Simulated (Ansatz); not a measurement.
In₂TeO₂ in space group P-3m1 (No. 164; In on 2d, Te on 1b, O on 2d) under volume change, DFT-PBE in the program Ansatz with PAW potentials, shape and atoms relaxed at each volume.

```json
[
 {"V (Å³/atom)": "16.603", "E − E(relaxed) (meV/atom)": "46.6", "P (GPa)": "10.02"},
 {"V (Å³/atom)": "17.150", "E − E(relaxed) (meV/atom)": "19.4", "P (GPa)": "6.06"},
 {"V (Å³/atom)": "17.698", "E − E(relaxed) (meV/atom)": "___", "P (GPa)": "___"},
 {"V (Å³/atom)": "18.245", "E − E(relaxed) (meV/atom)": "0.0", "P (GPa)": "0.00"},
 {"V (Å³/atom)": "18.792", "E − E(relaxed) (meV/atom)": "___", "P (GPa)": "___"},
 {"V (Å³/atom)": "19.340", "E − E(relaxed) (meV/atom)": "14.6", "P (GPa)": "-4.08"},
 {"V (Å³/atom)": "19.887", "E − E(relaxed) (meV/atom)": "31.2", "P (GPa)": "-5.62"}
]
```

Problem. Fill in the missing entries.

Solution. 
- 18.792, E − E(relaxed) (meV/atom): 3.8
- 18.792, P (GPa): -2.17
- 17.698, E − E(relaxed) (meV/atom): 4.5
- 17.698, P (GPa): 2.73

Problem. What does a third-order Birch–Murnaghan fit give for V₀, B₀ and B′?

Solution. V₀ = 18.25 Å³/atom, B₀ = 82.2 GPa, B′ = 5.3.

The start of the workflow was typed in or built on a structure type; neither database checked (COD, Materials Project) lists it. Its standing as an ambient phase is unchecked. The cell was relaxed with PBE under the symmetry of its start; whether a distortion lowers the energy is not shown. Scalar-relativistic: spin–orbit coupling is off unless named, which matters more the heavier the elements.

Potentials: the earlier of the program's two PAW sets.
